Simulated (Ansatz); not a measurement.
B:
```
B
1.0
    2.43818     1.40768     4.16647
   -2.43818     1.40768     4.16647
    0.00000    -2.81537     4.16647
B
12
Cartesian
 -1.56826   0.90544   2.81261
  1.56826  -0.90544   9.68681
  0.00000  -1.81088   2.81261
  0.00000   1.81088   9.68681
  1.56826   0.90544   2.81261
 -1.56826  -0.90544   9.68681
 -0.99529   0.57463   4.47055
  0.99529  -0.57463   8.02887
  0.00000  -1.14926   4.47055
  0.00000   1.14926   8.02887
  0.99529   0.57463   4.47055
 -0.99529  -0.57463   8.02887
```

Relaxed with PBEsol (plane waves, PAW; program Ansatz). Indices refer to the conventional cell of R-3m, a = b = 4.876 Å, c = 12.499 Å, α = β = 90.00°, γ = 120.00°.

Q: Simulate the powder diffraction pattern (Cu Kα, λ = 1.54184 Å; lines above 1 %) up to 2θ = 90°.

A: Simulated powder pattern, Cu Kα, λ = 1.54184 Å (kinematic, ideal powder, no thermal factors, no anomalous dispersion; the 30 strongest lines at most, above 1 %, up to 2θ = 90°):

```tsv
2θ (°)	d (Å)	I/Imax (%)	hkl
21.33	4.166	55	(0003)
22.22	4.001	100	(1 0 -1 1)
25.46	3.499	2.6	(0 1 -1 2)
35.75	2.512	73	(1 0 -1 4)
36.86	2.438	12	(1 1 -2 0)
42.00	2.151	3.4	(0 1 -1 5)
42.98	2.104	4.0	(1 1 -2 3)
43.46	2.082	61	(0 2 -2 1)
55.91	1.645	6.8	(1 0 -1 7)
57.10	1.613	14	(2 0 -2 5)
58.27	1.583	13	(2 1 -3 1)
63.48	1.465	12	(0 1 -1 8)
65.69	1.421	29	(2 1 -3 4)
66.41	1.408	13	(3 0 -3 0)
67.43	1.389	7.1	(0009)
68.86	1.363	15	(0 2 -2 7)
69.92	1.345	20	(1 2 -3 5)
70.63	1.334	30	(0 3 -3 3)+(3 0 -3 3)
75.73	1.256	24	(2 0 -2 8)
78.45	1.219	6.2	(2 2 -4 0)
80.75	1.190	1.2	(2 1 -3 7)
82.43	1.170	3.8	(2 2 -4 3)
82.76	1.166	4.8	(1 3 -4 1)
84.08	1.151	1.1	(3 1 -4 2)
87.33	1.117	1.5	(1 2 -3 8)
89.27	1.097	1.9	(0 1 -1 11)
89.32	1.097	1.1	(1 3 -4 4)
```

Symmetry was held in the PBEsol relaxation.

Potentials: the later of the program's two PAW sets.
